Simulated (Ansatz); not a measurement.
LaAs (rock salt, space group No. 225) under volume change, plane-wave PAW LDA (Ansatz code), scaled uniformly.

```csv
V (Å³/atom),E − E(relaxed) (meV/atom),P (GPa)
25.363,?,?
26.199,?,?
27.035,6.2,2.44
27.871,0.0,0.00
28.707,5.6,-2.10
29.544,21.4,-3.90
30.380,45.9,-5.44
```

**Question.** What belongs in the gaps?

**Answer.** 
- 26.199, E − E(relaxed) (meV/atom): 26.1
- 26.199, P (GPa): 5.26
- 25.363, E − E(relaxed) (meV/atom): 62.0
- 25.363, P (GPa): 8.57

**Question.** What does a third-order Birch–Murnaghan fit give for V₀, B₀ and B′?

**Answer.** V₀ = 27.87 Å³/atom, B₀ = 75.1 GPa, B′ = 4.0.

Space group Fm-3m (rock salt). The workflow started from a Materials Project entry (that database holds measured and hypothetical structures alike); the Crystallography Open Database files this formula in space group No. 225, but the cells were not matched. Its standing as an ambient phase is unchecked. Symmetry was held in the LDA relaxation; of distortions, only those at the zone centre were tested. Scalar-relativistic: spin–orbit coupling is off unless named, which matters more the heavier the elements.

Potentials: the later of the program's two PAW sets.
